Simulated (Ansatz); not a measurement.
The cell below belongs to a search over invented structures; it isn't taken from experiment.

Input and command of a plane-wave DFT calculation in Ansatz:

```yaml
crystal:
  lattice:
    - [3.479694313, 0.0, 0.0]
    - [-1.7398471565, 3.0135036724, 0.0]
    - [0.0, 0.0, 15.823707209]
  atoms:
    - { symbol: Ti, position: [0.6666666667, 0.3333333333, 0.093813521] }
    - { symbol: Ti, position: [0.3333333333, 0.6666666667, 0.906186479] }
    - { symbol: Ti, position: [0.0, 0.0, 0.5] }
    - { symbol: Sb, position: [0.3333333333, 0.6666666667, 0.2193680268] }
    - { symbol: Sb, position: [0.6666666667, 0.3333333333, 0.7806319732] }
    - { symbol: Se, position: [0.0, 0.0, 0.0] }
    - { symbol: Se, position: [0.3333333333, 0.6666666667, 0.59699539] }
    - { symbol: Se, position: [0.6666666667, 0.3333333333, 0.40300461] }
basis:
  ecutwfc: 420
kpoints:
  mp_grid: { grid: [12, 12, 2] }
hamiltonian:
  xc: pbe
scf:
  occupations: { method: gaussian, width: 0.1 }
output:
  forces: true
  stress: true
  eigenvalues: true
relax:
  adjacent_minimum: "off"
  f_tol: 0.01
  max_steps: 30
  cell: { stress_tol: 0.1, fix: [volume] }
```

```bash
ansatz run input.yaml --threads 1 --pin off --max-ram 2560MiB --backend cpu --events-out ev --progress --plain --runs-dir out
```

Processor: Intel(R) Xeon(R) Processor @ 2.70GHz, 1 thread, on a host shared with other jobs.

**Question.** Estimate time, memory and problem size.

**Answer.** About 2.7 min, peak memory 0.69 GiB. It solves 69 bands at 38 k points (after reduction by symmetry) with about 3263 plane waves, in 44 SCF iterations over 6 ionic steps.
